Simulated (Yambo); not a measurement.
A G0W0@PBE run in Yambo for CdSe (wurtzite, space group P6_3mc, No. 186) (3×3×2 Γ-centred k mesh, bands 19 to 228 and a 8 Ry block in the screening, 228 bands in G with the Bruneval-Gonze terminator, plasmon pole fitted at 27.2 eV) gives these matrix elements, in eV, at the band edges (Γ → Γ):

| state | E0 | <Vxc> | <Σx> | <Σc(E0)> | Z |
|---|---|---|---|---|---|
| valence edge | 0.000 | -15.307 | -19.016 | 2.201 | 0.788 |
| conduction edge | 0.600 | -11.546 | -8.056 | -3.460 | 0.809 |

Question: Solve the linearised quasiparticle equation for both states, give the gap, and say how exchange and correlation each act on it.

Answer: E = E0 + Z(Σx + Σc − Vxc). Valence: 0.000 + 0.788 × (-19.016 + (2.201) − (-15.307)) = -1.19 eV. Conduction: 0.600 + 0.809 × (-8.056 + (-3.460) − (-11.546)) = 0.62 eV. The gap is 1.81 eV, against 0.60 eV in PBE. Replacing Vxc by bare exchange alone would open it by 7.20 eV; correlation takes back 5.66 eV of that, and Z scales what is left. Nearest settings tried, and what they do to the gap: 151 bands in G: -1 meV; 151 bands in W, 151 bands in G: +8 meV; 7 Ry block (251 vectors against 325): -25 meV; 3×3×1 mesh: -104 meV. So the settings aren't converged at that level. The k mesh is coarse. Spin-orbit splittings are left out.

The standard potential for Se keeps a d shell in the valence without the s and p states of that shell. In tests on such compounds this moved G0W0 gaps by up to about 0.9 eV, so absolute quasiparticle energies here are unreliable; differences between settings are what counts.

Geometry of the Materials Project entry, not relaxed at this level; primitive cell a = b = 4.3461 Å, c = 7.0898 Å, α = β = 90.00°, γ = 120.00°.
